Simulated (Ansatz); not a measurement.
Al2Cu (fluorite or antifluorite type, Fm-3m) under volume change, LDA (plane waves, PAW; program Ansatz), scaled uniformly.

```csv
V (Å³/atom),E − E(relaxed) (meV/atom),P (GPa)
13.823,50.6,12.90
14.279,21.3,7.89
14.734,5.0,3.63
15.190,0.0,0.01
15.646,4.5,-3.07
16.102,17.0,-5.69
16.557,36.5,-7.91
```

Q: What does a third-order Birch–Murnaghan fit give for V₀, B₀ and B′?

A: V₀ = 15.19 Å³/atom, B₀ = 111 GPa, B′ = 4.4.

The workflow started from a Materials Project entry (that database holds measured and hypothetical structures alike); the Crystallography Open Database copy checked does not list it. It is not the phase usual at ambient conditions (space group No. 140). Symmetry was held in the LDA relaxation; of distortions, only those at the zone centre were tested. The run is not spin-polarised.

Potentials: the later of the program's two PAW sets.
